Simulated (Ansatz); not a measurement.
YN in space group P4_2/mmc (No. 131; Y on 2c, N on 2e) under volume change, r²SCAN (plane waves, PAW; program Ansatz), shape and atoms relaxed at each volume.

```csv
V (Å³/atom),E − E(relaxed) (meV/atom),P (GPa)
16.784,58.3,12.13
17.337,24.7,7.49
17.890,5.9,3.48
18.444,0.0,0.00
18.997,5.3,-3.02
19.550,20.4,-5.64
20.104,43.9,-7.91
```

What does a third-order Birch–Murnaghan fit give for V₀, B₀ and B′?

V₀ = 18.44 Å³/atom, B₀ = 108 GPa, B′ = 3.7.

The cell is a constructed one: a structure type filled with these elements; neither database checked (COD, Materials Project) lists it. COD files the formula under space group No. 225, so this cell is another polymorph or a model. Its standing as an ambient phase is unchecked. Symmetry was held in the r²SCAN relaxation; its stability against distortions is not shown here. The run is not spin-polarised.

Potentials: the later of the program's two PAW sets.
